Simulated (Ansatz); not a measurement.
All numbers below come from DFT PBE, scalar-relativistic, plane waves, PAW in Ansatz 0.2.0. The final run on the 8-atom cell used 420 eV, a Γ-centred 12×12×4 mesh, 0.10 eV smearing and no spin polarisation.

Formation energies are uncorrected and refer to the elements' standard structures at the same level (N₂ as a molecule).

Question: Suggest a trial structure for a tetragonal metal made of Hf, N and Ti, with a formation energy near −1.65 eV/atom and about 11 Å³ per atom, in a cell of 8 atoms. Its symmetry should be P4/mmm (No. 123).

Answer: Hf3TiN4, space group P4/mmm (No. 123). Hf on a site of symmetry 4mm is surrounded by 6 N at 2.16–2.33 Å, 4 Ti at 3.11 Å and 8 Hf at 3.18–3.24 Å; Hf on a site of symmetry 4/mmm has 6 N at 2.25–2.28 Å and 12 Hf at 3.18–3.24 Å; Ti has 6 N at 2.21–2.25 Å and 8 Hf at 3.11 Å; N on a site of symmetry 4mm is surrounded by 1 Ti at 2.21 Å and 5 Hf at 2.25–2.28 Å; 2 more sites not described.

```cif
data_structure
_symmetry_space_group_name_H-M 'P4/mmm'
_symmetry_Int_Tables_number 123
_cell_length_a 3.1762
_cell_length_b 3.1762
_cell_length_c 8.9784
_cell_angle_alpha 90.000
_cell_angle_beta 90.000
_cell_angle_gamma 90.000
_cell_volume 90.58
loop_
_atom_site_label
_atom_site_type_symbol
_atom_site_symmetry_multiplicity
_atom_site_Wyckoff_symbol
_atom_site_fract_x
_atom_site_fract_y
_atom_site_fract_z
_atom_site_occupancy
Hf1 Hf 2 h 0.50000 0.50000 0.24014 1
Hf2 Hf 1 b 0.00000 0.00000 0.50000 1
Ti1 Ti 1 a 0.00000 0.00000 0.00000 1
N1 N 2 g 0.00000 0.00000 0.24617 1
N2 N 1 d 0.50000 0.50000 0.50000 1
N3 N 1 c 0.50000 0.50000 0.00000 1
```

The volume per atom is 11.32 Å³, the density is 11.72 g/cm³ and the formation energy is −1.65 eV/atom. The gap on the 12×12×4 mesh of the 8-atom cell is 0 eV (a metal).

It was reached by relaxing an invented guess, and it needn't be the stable form of this composition. Other answers may fit too; this one was computed.

These runs have no spin–orbit coupling, which can matter for Hf. Symmetry constrained the relaxation, so the result can be a saddle point.
